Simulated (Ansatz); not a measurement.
# GaNi under pressure

These are results of DFT PBEsol, scalar-relativistic, plane waves, PAW in Ansatz, not measurements. Settings: 420 eV plane-wave cutoff, Γ-centred 14×14×14 mesh, Fermi-Dirac smearing of 0.15 eV. No spin polarisation. Phonons by linear response, acoustic sum rule imposed.

The cell, relaxed at this level:
Space group Pm-3m (No. 221). a = 2.874 Å, b = 2.874 Å, c = 2.874 Å, α = 90.00°, β = 90.00°, γ = 90.00°
```tsv
atom	site	symmetry	x	y	z
Ga	1a	m-3m	0.0000	0.0000	0.0000
Ni	1b	m-3m	0.5000	0.5000	0.5000
```

In a metal, frequencies and elastic constants depend on the k mesh and the smearing, soft modes and shear constants most. Spin polarisation was left out, and a magnetic state may lie lower.

**Question.** The cell is relaxed again at 5 and 15 GPa. How do volume, gap and optical modes at Γ (cm⁻¹, counted from the lowest optical one; a degenerate one stands once) change?

**Answer.**
```tsv
	0 GPa	5 GPa	15 GPa
V/V0	1.000	0.973	0.930
gap (eV)	0.00	0.00	0.00
mode 1	212	227	251
```